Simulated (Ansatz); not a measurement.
Relaxed-ion elastic tensor of TiC (rock salt, Fm-3m) in GPa (Voigt order), LDA in the plane-wave PAW code Ansatz; density 5.14 g/cm³, 9.67 Å³ per atom.

```
589  129  129  0.0  0.0  0.0
129  589  129  0.0  0.0  0.0
129  129  589  0.0  0.0  0.0
0.0  0.0  0.0  179  0.0  0.0
0.0  0.0  0.0  0.0  179  0.0
0.0  0.0  0.0  0.0  0.0  179
```

Task: Is the crystal mechanically stable?

Result: Yes: the smallest eigenvalue of C is 179 GPa.

Task: Work out the Voigt, Reuss and Hill averages.

Result: K_V = 282, K_R = 282, K_H = 282; G_V = 199, G_R = 196, G_H = 198 GPa.

Task: Give Young's modulus, Poisson's ratio, Pugh's ratio and the universal anisotropy index.

Result: E = 9KG/(3K + G) = 481 GPa; ν = 0.22; K/G = 1.43 (brittle by the Pugh limit of 1.75); A_U = 5G_V/G_R + K_V/K_R − 6 = 0.08.

Task: Estimate the sound speeds and the Debye temperature.

Result: v_l = √((K + 4G/3)/ρ) = 10300 m/s, v_t = √(G/ρ) = 6200 m/s, mean 6860 m/s; Θ = (h/k)(3n/4πV)^(1/3) v_m = 958 K.

Task: Give the Zener ratio and Young's modulus along [100], [110] and [111].

Result: A = 2C44/(C11 − C12) = 0.78; 1/E = S11 − 2(S11 − S12 − S44/2)Γ with Γ = 0, 1/4, 1/3 gives 542, 464, 442 GPa.

Task: Solve the Christoffel equation for the three sound speeds along [100], [110], [111].

Result: Eigenvalues of C_ijkl n_j n_l equal ρv². In km/s, slowest first: [100] 5.89, 5.89, 10.70; [110] 5.89, 6.69, 10.22; [111] 6.43, 6.43, 10.06.

The cell was relaxed with LDA under the symmetry of its start. The run is not spin-polarised. As this level gives no gap, shear constants depend on the k-mesh and smearing (Fermi–Dirac, 0.1 eV here).

Potentials: the earlier of the program's two PAW sets. The files were generated under PBE; for other functionals the program regenerates the frozen cores, and for LDA and PBEsol the local potential too.
